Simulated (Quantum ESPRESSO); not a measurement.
Band energies of CrHgO$_{4}$

```
CELL_PARAMETERS angstrom
      2.87823    -4.38541     0.00000
      2.87823     4.38541     0.00000
      0.00000     0.00000     7.15266
ATOMIC_POSITIONS crystal
  O  0.71361 0.76619 0.75000
  O  0.28639 0.23381 0.25000
  O  0.76619 0.71361 0.25000
  O  0.23381 0.28639 0.75000
  O  0.25907 0.74093 0.93726
  O  0.74093 0.25907 0.06274
  O  0.74093 0.25907 0.43726
  O  0.25907 0.74093 0.56274
  Cr 0.63611 0.36389 0.25000
  Cr 0.36389 0.63611 0.75000
  Hg 0.00000 0.00000 0.50000
  Hg 0.00000 0.00000 0.00000
```

LDA (Quantum ESPRESSO, PseudoDojo norm-conserving, 94 Ry, scalar-relativistic); path ΓXSRAZΓYX1A1TY,ZT; energies in eV from the valence-band maximum.

```csv
k (1/Å),point,band 54,band 55,band 56,band 57,band 58,band 59,band 60,band 61
0.00,Γ,-1.48,-0.81,-0.66,-0.64,-0.37,2.00,2.38,2.61
0.39,,-1.45,-1.00,-0.88,-0.38,-0.32,1.82,2.01,2.25
0.78,X,-1.25,-1.01,-0.73,-0.20,-0.13,1.39,1.78,2.30
1.00,,-1.26,-1.00,-0.86,-0.38,-0.14,1.51,1.84,2.38
1.21,S,-1.24,-1.11,-0.86,-0.45,-0.15,1.61,1.92,2.33
1.65,R,-1.25,-0.98,-0.98,-0.45,-0.45,1.79,1.79,2.46
2.08,A,-1.09,-0.63,-0.63,-0.56,-0.56,1.76,1.76,2.39
2.27,,-1.06,-0.90,-0.90,-0.60,-0.60,1.71,1.71,2.47
2.66,,-1.28,-0.77,-0.77,-0.73,-0.73,2.19,2.19,2.45
2.86,Z,-1.08,-0.89,-0.89,-0.70,-0.70,2.31,2.31,2.61
3.30,Γ,-1.48,-0.81,-0.66,-0.64,-0.37,2.00,2.38,2.61
3.83,,-1.36,-1.05,-0.54,-0.13,-0.09,1.44,1.99,2.31
4.01,Y,-1.29,-1.12,-0.52,-0.06,0.00,1.36,1.88,2.24
4.01,X1,-1.25,-1.01,-0.73,-0.20,-0.13,1.39,1.78,2.30
4.16,,-1.14,-0.99,-0.73,-0.26,-0.19,1.47,1.79,2.32
4.45,A1,-1.09,-0.63,-0.63,-0.56,-0.56,1.76,1.76,2.39
4.76,T,-1.03,-0.53,-0.53,-0.40,-0.40,2.03,2.03,2.31
4.91,,-1.06,-0.80,-0.52,-0.30,-0.21,1.75,2.09,2.19
5.20,Y,-1.29,-1.12,-0.52,-0.06,0.00,1.36,1.88,2.24
5.20,Z,-1.08,-0.89,-0.89,-0.70,-0.70,2.31,2.31,2.61
5.56,,-0.91,-0.75,-0.75,-0.60,-0.60,2.21,2.21,2.46
5.92,T,-1.03,-0.53,-0.53,-0.40,-0.40,2.03,2.03,2.31
```

The LDA gap is direct, 1.36 eV at Y.

Without spin-orbit coupling, band edges of such heavy elements can be off by tenths of an eV. The 3d shell has no Hubbard U; the runs are without spin polarisation, and magnetic order was not tried.

Geometry of the Materials Project entry, not relaxed at this level.

The structure is a Materials Project entry; no match was found in the copy of COD used, and its stability was not checked.

Letters of k points follow the standard setting of the lattice, whose axes may be ordered differently from the printed cell.
